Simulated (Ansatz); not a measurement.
# A plane-wave run on NiAuBr3

The input, for Ansatz 0.2.0 (plane waves, PAW):

```yaml
crystal:
  lattice:
    - [0.0, 7.043464, 0.0]
    - [7.043464, 0.0, 0.0]
    - [3.521732, 3.521732, -5.13241]
  atoms:
    - { symbol: Au, position: [0.0, 0.0, 0.0] }
    - { symbol: Au, position: [0.5, 0.5, 0.0] }
    - { symbol: Br, position: [0.222, 0.222, 0.0] }
    - { symbol: Br, position: [0.222, 0.778, 0.0] }
    - { symbol: Br, position: [0.778, 0.778, 0.0] }
    - { symbol: Br, position: [0.778, 0.222, 0.0] }
    - { symbol: Br, position: [0.7122, 0.7122, 0.5756] }
    - { symbol: Br, position: [0.2878, 0.2878, 0.4244] }
    - { symbol: Ni, position: [0.75, 0.25, 0.5] }
    - { symbol: Ni, position: [0.25, 0.75, 0.5] }
  symmetry: { tolerance: 0.0003 }
kpoints:
  mp_grid: { grid: [7, 7, 7], shift: [0, 0, 0] }
  band_path:
    path:
      - [0.0, 0.0, 0.0]
      - [0.5, 0.5, 0.5]
      - [0.5, 0.5, 0.25]
      - [0.0, 0.5, 0.0]
      - [0.0, 0.0, 0.0]
      - [0.0, 0.0, -0.5]
      - [0.0, 0.26458186, -0.36770907]
      - [0.0, 0.73541814, 0.36770907]
      - [0.0, 0.0, 0.0]
      - [0.5, 0.5, 0.5]
      - [0.26458186, 0.73541814, 0.5]
    npoints: 6
magnetization:
  spin_polarized: false
scf:
  occupations: { method: fermi_dirac }
  lower_state_search: "off"
  max_iter: 200
hamiltonian:
  pseudopotentials: { kind: paw }
  xc: r2scan
basis:
  ecutwfc: 500
  fft_grid_basis: typed
output:
  forces: true
  stress: true
  eigenvalues: true
  populations: true
  elf: true
  write_potential: true
  volumetric_format: npy
  dos:
    e_range: [-12, 8]
    de: 0.05
    projected: { site_lists: { Au: [Au], Br: [Br], Ni: [Ni] } }
checkpoint:
  read: saved_state
```

The saved state is an earlier solution for the same cell, perhaps on another mesh. 

Output (shortened):

```
Pseudopotentials: kind: paw
Pseudopotential: Au, paw, valence charge 19, recommended cutoff 500 eV (meta_gga), Au.paw.azcp
Pseudopotential: Br, paw, valence charge 7, recommended cutoff 500 eV (meta_gga), Br.paw.azcp
Pseudopotential: Ni, paw, valence charge 18, recommended cutoff 500 eV (meta_gga), Ni.paw.azcp
Functional definition: r2SCAN
  exchange = r2scan_x(k0 = k0, k1 = k1, a1 = a1)
  correlation = r2scan_c
Crystal: 10 atoms, lattice volume = 254.621 Å³
Basis set: ecut = 500 eV, 6447 PW (Γ), exchange–correlation on 216×216×216 points (64 copies of the dense FFT grid, shifted against one another)
Bands: 70, of which v1, the nominal top of the filled ones, is band 58 counted from 1 (57 counted from 0)
Symmetry: 16 space group operations
Space group: I4/mmm (ITA 139), of the structure as read, at distance tolerance 1.9e-3 Å
k-points: 40 of 343
Initial density: read from a saved state, or passed on in memory by an earlier SCF of this step, an earlier step, the calling program or the single point that the run made first
Functional: x = r2scan, c = r2scan; τ floored in thin density (d = 2e-4 eV/Å³)
Free energy (F): -54765.5031 eV
Harris-Foulkes:  -54765.5031 eV  (|F-HF|=4.74e-9)
Internal energy: -54764.8887 eV  (E = F + TS)
E sigma→0 (E₀):  -54765.1959 eV
Entropy (-TS):   -0.6144 eV (-61.444 meV/atom)
Fermi energy:    6.6255 eV
--- Per-component energies (eV) ---
  E_band       = -1982.3478
  E_kinetic    = 2610.3992
  E_local      = -18215.9430  (includes V_loc(G=0)·N_el)
  E_nonlocal   = 1914.7020
  E_hartree    = 7584.1536
  E_xc         = -2093.2790
  E_vxc        = -1525.0613  (∫ρ·V_xc dr)
  E_paw        = -36422.2417  (= ΣΔE_a)
  E_vpaw       = -2026.3250  (= ΣTr[D̂ρ^β])
  E_aug_tail   = 0.0020  (compensation charges beyond the density's cutoff)
  E_vtau       = 91.5703  (kinetic-family band-sum trace: ∫τ·v_τ [+ j·A + Jᵃ·Aᵃ] dr)
  E_ewald      = -10140.7798
  E_core_change = -1.9019  (= ΣΔE_core)
  E_smearing   = -0.6144  (= −TS)
--- Forces (eV/Å), atoms counted from 1 ---
  atom   1  Au     0.0000     0.0000     0.0000
  atom   2  Au     0.0000     0.0000     0.0000
  atom   3  Br     3.4020     3.4020     0.0000
  atom   4  Br    -3.4020     3.4020     0.0000
  atom   5  Br    -3.4020    -3.4020     0.0000
  atom   6  Br     3.4020    -3.4020     0.0000
  atom   7  Br     0.0000     0.0000     4.8897
  atom   8  Br     0.0000     0.0000    -4.8897
  atom   9  Ni     0.0000     0.0000     0.0000
  atom  10  Ni     0.0000     0.0000     0.0000
--- Stress (GPa, compression-positive) ---
       17.9392       0.0000       0.0000
        0.0000      17.9392       0.0000
        0.0000       0.0000      17.1314
  P = ⅓ Tr σ = 17.6700 GPa (176.700 kbar)
--- Löwdin populations: 10 sites ---
  site symbol       q [e]
     0     Au     18.1826
     1     Au     18.4824
     2     Br      7.3164
     3     Br      7.3164
     4     Br      7.3164
     5     Br      7.3164
     6     Br      7.3667
     7     Br      7.3667
     8     Ni     17.3382
     9     Ni     17.3382
  spilling = 0.0057 (of n_electrons = 116.0000)
```

Absolute energies hang on the potentials; compare differences alone.

Origin: a known structure type with other elements, at an estimated volume, so it need not be a known compound. Caveats: no spin polarisation, so a magnetic state may lie lower; atoms or cell far from equilibrium.
